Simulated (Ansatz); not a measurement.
This cell of ZnO (wurtzite) is off equilibrium:

```
ZnO
1.0
    3.13007     0.00000     0.00000
   -1.56504     2.71072     0.00000
    0.00000     0.00000     5.34461
Zn O
2 2
Direct
  0.66667   0.33333   0.00241
  0.33333   0.66667   0.50241
  0.66667   0.33333   0.62279
  0.33333   0.66667   0.12279
```

All values below come from r2SCAN (plane waves to 500 eV, PAW, scalar-relativistic; Ansatz, an electronic-structure program). k mesh 12×12×7 (Γ-centred), Fermi-Dirac smearing 0.05 eV. The energy includes the smearing's −TS. Compression counts positive. As the atoms are clamped, bonds stretch with the cell, which overstates energies and stresses. ZnO was relaxed with its symmetry unable to fall.

Task: What is the stress tensor (GPa)?

Result: 
```
   12.5      0.0      0.0
    0.0     12.5      0.0
    0.0      0.0     -2.4
```
The pressure, a third of the trace, is 7.6 GPa.

Task: It is the relaxed cell deformed to V/V₀ = 0.960, (c/a)/(c/a)₀ = 1.060, c along z, fractional positions held. What is its energy relative to the relaxed cell?

Result: 30.6 meV/atom.

(A scan under strain: stresses follow from slopes of the energy per volume, elastic moduli from its curvatures.)
